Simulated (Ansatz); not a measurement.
A plane-wave run on In2Ag5O6

input.yaml (Ansatz 0.2.0)

```yaml
crystal:
  lattice:
    - [2.936765, 5.086622, 0.0]
    - [-2.936765, 5.086622, 0.0]
    - [0.0, 0.0, 6.35714]
  atoms:
    - { symbol: Ag, position: [0.0, 0.0, 0.264] }
    - { symbol: O, position: [0.397, 0.603, 0.829] }
    - { symbol: O, position: [0.0, 0.397, 0.829] }
    - { symbol: O, position: [0.603, 0.0, 0.829] }
    - { symbol: O, position: [0.603, 0.397, 0.215] }
    - { symbol: O, position: [0.0, 0.603, 0.215] }
    - { symbol: O, position: [0.397, 0.0, 0.215] }
    - { symbol: Ag, position: [0.5, 0.5, 0.522] }
    - { symbol: Ag, position: [0.0, 0.5, 0.522] }
    - { symbol: Ag, position: [0.5, 0.0, 0.522] }
    - { symbol: In, position: [0.3333, 0.3334, 0.022] }
    - { symbol: In, position: [0.6667, 0.6666, 0.022] }
    - { symbol: Ag, position: [0.0, 0.0, 0.736] }
  symmetry: { tolerance: 0.0003 }
kpoints:
  mp_grid: { grid: [7, 7, 6], shift: [0, 0, 0] }
  band_path:
    path:
      - [0.0, 0.0, 0.0]
      - [0.49999992, 0.50000003, 0.0]
      - [0.33333328, 0.66666677, 0.0]
      - [0.0, 0.0, 0.0]
      - [0.0, 0.0, 0.5]
      - [0.49999992, 0.50000003, 0.5]
      - [0.33333328, 0.66666677, 0.5]
      - [0.0, 0.0, 0.5]
      - [0.49999992, 0.50000003, 0.5]
      - [0.49999992, 0.50000003, 0.0]
      - [0.33333328, 0.66666677, 0.5]
    npoints: 6
magnetization:
  spin_polarized: false
scf:
  occupations: { method: fermi_dirac }
  lower_state_search: "off"
  max_iter: 200
hamiltonian:
  pseudopotentials: { kind: paw }
  xc: pbe
basis:
  ecutwfc: 420
  fft_grid_basis: typed
output:
  forces: true
  stress: true
  eigenvalues: true
  bader: true
  populations: true
  elf: true
  write_potential: true
  volumetric_format: npy
  dos:
    e_range: [-12, 8]
    de: 0.05
    projected: { site_lists: { Ag: [Ag], In: [In], O: [O] } }
checkpoint:
  read: saved_state
```

The run starts from an earlier solution of this cell. 

Parts of the output:

```
SCF iter   1: F=—  Δρ=1.49e-3  dr2=1.95e-3
SCF iter   2: F=—  Δρ=6.88e-4  dr2=1.04e-3
SCF iter   3: F=—  Δρ=3.53e-4  dr2=2.38e-4
SCF iter   4: F=—  Δρ=1.39e-4  dr2=4.26e-5
SCF iter   5: F=—  Δρ=4.21e-5  dr2=4.20e-6
SCF iter   6: F=—  Δρ=9.75e-6  dr2=1.51e-7
SCF iter   7: F=-52546.3844 eV  Δρ=2.38e-6  dr2=8.12e-9
Free energy (F): -52546.3844 eV
Harris-Foulkes:  -52546.3844 eV  (|F-HF|=1.26e-9)
Internal energy: -52546.2341 eV  (E = F + TS)
E sigma→0 (E₀):  -52546.3093 eV
Entropy (-TS):   -0.1503 eV (-11.558 meV/atom)
Fermi energy:    10.7226 eV
--- Per-component energies (eV) ---
  E_band       = -1557.6810
  E_kinetic    = 4165.9377
  E_local      = -17259.9544  (includes V_loc(G=0)·N_el)
  E_nonlocal   = 1439.0777
  E_hartree    = 7459.4601
  E_xc         = -1786.4216
  E_vxc        = -1923.7949  (∫ρ·V_xc dr)
  E_paw        = -28781.4806  (= ΣΔE_a)
  E_vpaw       = -2897.8833  (= ΣTr[D̂ρ^β])
  E_aug_tail   = 0.0160  (compensation charges beyond the density's cutoff)
  E_ewald      = -17782.8690
  E_smearing   = -0.1503  (= −TS)
--- Forces (eV/Å), atoms counted from 1 ---
  atom   1  Ag     0.0000     0.0000     0.0655
  atom   2  O     -0.5721     0.0000     0.0369
  atom   3  O      0.2861    -0.4955     0.0369
  atom   4  O      0.2861     0.4955     0.0369
  atom   5  O      0.5121     0.0000    -0.0768
  atom   6  O     -0.2561     0.4435    -0.0768
  atom   7  O     -0.2561    -0.4435    -0.0768
  atom   8  Ag     0.0347     0.0000     0.0223
  atom   9  Ag    -0.0174     0.0301     0.0223
  atom  10  Ag    -0.0174    -0.0301     0.0223
  atom  11  In     0.0000     0.0000    -0.0849
  atom  12  In     0.0000     0.0000    -0.0849
  atom  13  Ag     0.0000     0.0000     0.1571
--- Stress (GPa, compression-positive) ---
        1.0604       0.0000       0.0000
        0.0000       1.0604       0.0000
        0.0000       0.0000       3.0609
  P = ⅓ Tr σ = 1.7272 GPa (17.272 kbar)
--- Löwdin populations: 13 sites ---
  site symbol       q [e]
     0     Ag     18.3587
     1      O      6.7939
     2      O      6.7939
     3      O      6.7939
     4      O      6.7943
     5      O      6.7943
     6      O      6.7943
     7     Ag     18.3355
     8     Ag     18.3355
     9     Ag     18.3355
    10     In     11.9462
    11     In     11.9462
    12     Ag     18.3876
  spilling = 0.0038 (of n_electrons = 157.0000)
--- Bader charges: 13 sites ---
  site symbol  charge [e]  shift [e]
     0     Ag      0.5333     0.0018
     1      O     -1.0693     0.0002
     2      O     -1.0693     0.0002
     3      O     -1.0693     0.0002
     4      O     -1.0685     0.0001
     5      O     -1.0685     0.0001
     6      O     -1.0685     0.0001
     7     Ag      0.5454     0.0006
     8     Ag      0.5454     0.0006
     9     Ag      0.5454     0.0006
    10     In      1.8680     0.0011
    11     In      1.8680     0.0011
    12     Ag      0.5080     0.0014
```

Origin: a known structure type with other elements, at an estimated volume, so it need not be a known compound. Caveats: many states at the Fermi level without spin polarisation, so a magnetic state may lie lower.
